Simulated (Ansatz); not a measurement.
Zr (β-Sn type, I4_1/amd) under volume change, the program Ansatz at the PBE level (PAW), shape and atoms relaxed at each volume.

```
V (Å³/atom)  E − E(relaxed) (meV/atom)  P (GPa)
-----------  -------------------------  -------
21.445                            54.5     8.83
22.152                            23.1     5.48
22.859                             5.5     2.55
23.566                             0.0     0.00
24.273                             5.0    -2.23
24.980                            19.3    -4.18
25.687                            41.5    -5.87
```

**Question.** What does a third-order Birch–Murnaghan fit give for V₀, B₀ and B′?

**Answer.** V₀ = 23.57 Å³/atom, B₀ = 79.4 GPa, B′ = 3.5.

The cell is a constructed one: a structure type filled with these elements; neither database checked (COD, Materials Project) lists it. It is not the phase usual at ambient conditions (space group No. 194). Symmetry was held in the PBE relaxation. At this level the phase is dynamically unstable (imaginary phonons). No spin polarisation was allowed.

Potentials: the later of the program's two PAW sets.
